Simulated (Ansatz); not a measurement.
The relaxed structure here is a generated cell of HfO2: the first start was made by placing the elements on the sites of a structure type, and the end was not matched to a known phase here, so it may be hypothetical. Known forms of HfO2 include space group No. 14, 29, 137, 225.

A structure of HfO2 relaxed with PBEsol (plane waves to 420 eV, PAW, scalar-relativistic; Ansatz, a first-principles code); single points at other levels follow on the same geometry (Ansatz, PAW; PBEsol+SOC at 600 eV on a 11×11×11 k-mesh; spin-orbit coupling only where +SOC is written). Space group F-43m (No. 216).

```
HfO2
1.0
    0.00000     2.49620     2.49620
    2.49620     0.00000     2.49620
    2.49620     2.49620     0.00000
O Hf
2 1
Direct
  0.00000   0.00000   0.00000
  0.25000   0.25000   0.25000
  0.75000   0.75000   0.75000
```

```
level       gap (eV)      kind  conduction minimum
----------  --------  --------  ------------------
PBEsol          2.33  indirect                   X
PBEsol+SOC         …         …                   …
```

Problem. What belongs in the gaps?

Solution. 
- PBEsol+SOC, gap (eV): 2.32
- PBEsol+SOC, kind: indirect
- PBEsol+SOC, conduction minimum: X

The shift from spin-orbit coupling is approximate. No spin polarisation in the result.

The run could not lose the symmetry of its start, so the end can be a saddle point.

All atoms sit on sites fixed by symmetry, so only the cell could relax.

It was reached from a disturbed copy of a Fm-3m (No. 225) cell (fluorite type), against which it lies +1.177 eV/atom.
